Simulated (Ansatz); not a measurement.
**ZrPb: modes against the lattice constant**

Theory: DFT LDA, scalar-relativistic, plane waves, PAW in Ansatz. Settings: 420 eV plane-wave cutoff, Γ-centred 12×12×12 mesh, Fermi-Dirac smearing of 0.15 eV. No spin polarisation. Phonons by linear response, acoustic sum rule imposed.

The cell is fixed (symmetry leaves no force on the atoms) and stands under -2.0 GPa:
```yaml
crystal:
  lattice:
    - [0.00000, 2.93120, 2.93120]
    - [2.93120, 0.00000, 2.93120]
    - [2.93120, 2.93120, 0.00000]
  atoms:
    - { symbol: Zr, position: [0.00000, 0.00000, 0.00000] }
    - { symbol: Pb, position: [0.50000, 0.50000, 0.50000] }
```

The cell is the ideal cubic rocksalt prototype; whether it is the stable structure of this composition wasn't checked. In a metal, frequencies and elastic constants depend on the k mesh and the smearing, soft modes and shear constants most. Spin–orbit coupling is left out, which can shift energies with elements as heavy as these.

Question: How do the optical zone-centre modes (counted from the lowest optical one, degenerate ones once; i marks imaginary ones) of this metal change over a = 5.765 and 5.862 Å?

Answer:
```tsv
a (Å)	5.765	5.862
pressure (GPa)	2.9	-2.0
mode 1 (cm⁻¹)	190	175
```